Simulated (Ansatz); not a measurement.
Starting cell, Tl (hcp, Mg type):

```
Tl
1.0
    7.03993     0.00000     0.00000
   -1.75998     3.04838     0.00000
    0.00000     0.00000     5.60163
Tl
4
Cartesian
  0.00000   2.03225   4.20122
  3.51996   2.03225   4.20122
  1.75998   1.01613   1.40041
  5.27995   1.01613   1.40041
```

In each cell atom 1 (Tl, nearest neighbour Tl at 3.460 Å; its periodic images, 3.5 Å or more away, move with it) moves by s·(0.000, 0.000, 1.000) (along Cartesian z), the rest being held.

Method: r2SCAN (plane waves to 500 eV, PAW, scalar-relativistic; Ansatz, an electronic-structure program). k mesh 6×12×7 (Γ-centred), Fermi-Dirac smearing 0.05 eV. With partly filled bands, energies and forces of such displacements shift with the k mesh and the smearing. F∥ is the force on the atom along that direction. Spin-orbit coupling is left out, though Tl is heavy. Tl was relaxed with its symmetry unable to fall. 

| s (Å) | F∥ (eV/Å) |
|---|---|
| -0.350 | 0.770 |
| -0.280 | 0.603 |
| -0.210 | 0.447 |
| -0.140 | 0.296 |
| -0.070 | 0.148 |
| 0.000 | 0.000 |
| 0.070 | -0.148 |
| 0.140 | -0.296 |
| 0.210 | -0.447 |
| 0.280 | -0.603 |
| 0.350 | -0.770 |

Q: What is the force constant k = d²E/ds² of this move at s = 0?

A: 2.10 eV/Å². The forces along the line at the two nearest points give (0.148 − (-0.148)) / (2·0.070) = 2.11 eV/Å²; the next pair corrects for the finite step.

(For displaced atoms, the force is minus the slope of the energy, and its curvature is a force constant, which sets phonon frequencies.)
